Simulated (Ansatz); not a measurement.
BaNbO$_{2}$F in space group P4/mmm (No. 123; Ba on 1d, Nb on 1a, O on 2f, F on 1b) under volume change, plane-wave PAW PBEsol (Ansatz code), shape and atoms relaxed at each volume.

```tsv
V (Å³/atom)	E − E(relaxed) (meV/atom)	P (GPa)
12.961	61.9	16.90
13.389	25.9	10.30
13.816	6.1	4.71
14.243	0.0	0.00
14.671	5.4	-3.95
15.098	20.5	-7.24
15.525	43.5	-9.91
```

Q: What does a third-order Birch–Murnaghan fit give for V₀, B₀ and B′?

A: V₀ = 14.24 Å³/atom, B₀ = 142 GPa, B′ = 4.9.

The start of the workflow was typed in or built on a structure type; neither database checked (COD, Materials Project) lists it. Whether it is the stable phase at ambient conditions was not checked. Symmetry was held in the PBEsol relaxation; its stability against distortions is not shown here. The workflow began spin-polarised and lost its moments. The cell computed holds one magnetic atom, so no antiferromagnetic order was within reach. Scalar-relativistic: spin–orbit coupling is off unless named, which matters more the heavier the elements.

Potentials: the earlier of the program's two PAW sets. The files were generated under PBE; for other functionals the program regenerates the frozen cores, and for LDA and PBEsol the local potential too.
